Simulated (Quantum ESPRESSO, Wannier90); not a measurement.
## Wannier functions of Ni3Sn (Fm-3m)

```xyz
4
Lattice="0.0000 2.9323 2.9323 2.9323 0.0000 2.9323 2.9323 2.9323 0.0000" Properties=species:S:1:pos:R:3 pbc="T T T"
Ni     2.9323     2.9323     2.9323
Ni     1.4662     1.4662     1.4662
Ni    -1.4662    -1.4662    -1.4662
Sn     0.0000     0.0000     0.0000
```

Structure: Materials Project mp-11523, symmetrised, not relaxed again. COD (Crystallography Open Database) has the formula in 3 space groups, this one among them (matched by group alone). Level: PBEsol, spinors with spin-orbit coupling; pw.x of Quantum ESPRESSO at 79 Ry with PseudoDojo potentials, 4×4×4 k-points, Wannier90. Density: 12×12×12 mesh, cold smearing 0.01 Ry. A non-magnetic state is assumed; magnetic ones were not tried.

Bands 35-36 form an isolated set from -11.43 to -8.24 eV relative to the Fermi level (on the path) and are turned into 2 Wannier functions by minimising the spread from the start: atomic waves Sn 5s.

Problem. Where do the functions sit, how wide are they and what are they made of?

Solution. 
| functions | spread (Å²) | nearest atom, distance (Å) | second atom, distance (Å) | weight on atomic waves |
|---|---|---|---|---|
| 2 | 2.84 | Sn 0.00 | Ni 2.54 | Sn 5s 56 %, Ni 4s 31 %, Sn 5p 5 % |

Ω_I = 5.67 Å², Ω_total = 5.67 Å²; the interpolated bands follow pw.x to 46 meV rms on the path. Only this start was tried; a symmetric start can stop on a saddle, and mixtures of these functions could lower the total by at most Ω_total − Ω_I.
